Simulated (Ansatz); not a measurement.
YN:
```yaml
crystal:
  lattice:
    - [4.01838, 0.00000, 0.00000]
    - [-2.00919, 3.48002, 0.00000]
    - [0.00000, 0.00000, 4.90464]
  atoms:
    - { symbol: Y, position: [0.33333, 0.66667, 0.75000] }
    - { symbol: Y, position: [0.66667, 0.33333, 0.25000] }
    - { symbol: N, position: [0.33333, 0.66667, 0.25000] }
    - { symbol: N, position: [0.66667, 0.33333, 0.75000] }
```

Relaxed with r²SCAN.

Task: Map the electron localisation function on the plane through (0.333, 0.667, 0.750) spanned by u = [1, 1, 0] and v = [1, -1, 0] in lattice vectors, from the program Ansatz at the r²SCAN level (PAW).

Result: x is the fraction of u, y of v (the angle between them is 90°; rows are the nearest grid lines); atoms in the plane: Y at (0.00, 0.00), Y at (0.50, 0.50), N at (0.00, 0.33), N at (0.50, 0.83).
```
|358984114777411489853|
|899851268999862158998|
|999731489989984137999|
|763115897313798511367|
|210027997101799720012|
|000267899878998762000|
|001367889999988763100|
|000122223333322221000|
|000000001111100000000|
|000001478999874100000|
|210003899999998300012|
|763115999636999511367|
|876213898535898312678|
|999731489999984137999|
|889862258999852268988|
|027986201343102689720|
|027997410000014799720|
|889987630000036789988|
|988876531000135678889|
|111111100000001111111|
|322100000000000001223|
|999962000111000269999|
|899984001232100489998|
|358984114777411489853|
```
Scale: ten equal steps from 0.029 (start of '0') to 0.886 (end of '9'), in the order '0123456789'; x runs from 0.000 to 1.00, y from 0.000 (bottom) to 1.00 (top).

The density is the valence pseudo-density with augmentation charge, so density and ELF within about 1 Å of a nucleus are not all-electron values.

Space group P6_3/mmc. The workflow started from a Materials Project entry (that database holds measured and hypothetical structures alike); the Crystallography Open Database copy checked does not list it. COD files the formula under space group No. 225. Its standing as an ambient phase is unchecked. The r²SCAN relaxation kept the symmetry of its start; its stability against distortions is not shown here. The run is not spin-polarised.

Potentials: the later of the program's two PAW sets.
